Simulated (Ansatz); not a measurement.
A distorted cell of KTaO3 (cubic perovskite):

```
KTaO3
1.0
    4.02442     0.00000     0.00000
    0.00000     4.02442     0.00000
    0.00000     0.00000     4.02442
K Ta O
1 1 3
Direct
  0.97048   0.97048   0.00000
  0.50000   0.50000   0.50000
  0.00000   0.50000   0.50000
  0.50000   0.50000   0.00000
  0.50000   0.00000   0.50000
```

All values below come from PBE (plane waves to 420 eV, PAW, scalar-relativistic; Ansatz, a quantum-chemistry and plane-wave program). k mesh 7×7×7 (Γ-centred), Fermi-Dirac smearing 0.05 eV. E stands for the smeared free energy. Stress and pressure are positive under compression. KTaO3 is run without spin polarisation. KTaO3 was relaxed with its symmetry unable to fall. Spin-orbit coupling is left out, though Ta is heavy.

**Question.** What forces act on the atoms (eV/Å, Cartesian)?

**Answer.** 
| atom | Fx | Fy | Fz |
|---|---|---|---|
| K1 | 0.467 | 0.467 | 0.000 |
| Ta2 | -0.266 | -0.266 | 0.000 |
| O3 | -0.081 | -0.053 | 0.000 |
| O4 | -0.067 | -0.067 | 0.000 |
| O5 | -0.053 | -0.081 | 0.000 |

**Question.** Give the stress tensor in GPa and the pressure.

**Answer.** 
```
   0.37     0.47     0.00
   0.47     0.37     0.00
   0.00     0.00     0.47
```
The pressure, a third of the trace, is 0.40 GPa.

**Question.** In it atom 1 sits (-0.119, -0.119, 0.000) Å away from its relaxed site. What is its energy relative to the relaxed cell?

**Answer.** 54.3 meV/cell.

(A displaced cell: forces are minus the slopes of the energy, force constants its curvatures, and phonons follow from these.)
